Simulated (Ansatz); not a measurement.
Method: Ansatz 0.2.0, DFT PBE, scalar-relativistic, plane waves, PAW, and for the lanthanide a 4f-in-core norm-conserving potential. Each cell gets a short relaxation within its symmetry: 690 eV, a coarse mesh through Γ, smearing of 0.2 eV, at most 16 steps to 0.08 eV/Å and 0.8 GPa. No spin polarisation. Energies are free energies per atom, good to about 0.1 eV/atom between metallic cells, end volumes are rough, and groups of ends are read at 0.1 Å.

Two trial cells of TmI4, not yet relaxed:

A.

```
Tm I
1.0
     6.25033    0.00000    0.00000
    -3.12517    5.41295    0.00000
     0.00000    0.00000    7.42477
Tm I
1 4
Direct
  0.66667 0.33333 0.52603
  0.85257 0.14743 0.22216
  0.85257 0.70514 0.22216
  0.29486 0.14743 0.22216
  0.66667 0.33333 0.02880
```

B.

```
Tm I
1.0
     2.12540    1.22710   17.53632
    -2.12540    1.22710   17.53632
     0.00000   -2.45420   17.53632
Tm I
1 4
Direct
  0.00000 0.00000 0.00000
  0.59971 0.59971 0.59971
  0.19993 0.19993 0.19993
  0.80007 0.80007 0.80007
  0.40029 0.40029 0.40029
```

**Question.** Compare their energies before and after the relaxation.

**Answer.** As given, B is lower by 1.60 eV/atom. Relaxed, A is lower by 0.18 eV/atom, so the order turns round. A goes from P3m1 at 50.2 Å³/atom to P3m1 at 81.1 Å³/atom and gains 2.95 eV/atom. B goes from R-3m at 54.9 Å³/atom to R-3m at 40.4 Å³/atom and gains 1.17 eV/atom. The closest pair in A goes from I–I at 2.47 Å to Tm–I at 2.80 Å. The closest pair in B goes from I–I and Tm–Tm at 4.25 Å to Tm–I at 3.00 Å. At the end: counting I atoms around Tm (those within 1.25 times the shortest such distance or 1.15 times the sum of covalent radii, 1.27 where that leaves under three), A has Tm 4 and B has Tm 6. The lowest end among all the guesses of this search lies 0.18 eV/atom under the better of the two.

Weakly bound directions are ill-defined at this level, which has no dispersion term (P3m1, R-3m), and this can change margins and order among such cells. Spin–orbit coupling, which can matter for I, is left out.

The lanthanide is trivalent by construction, without f bands, f moments or other valences.
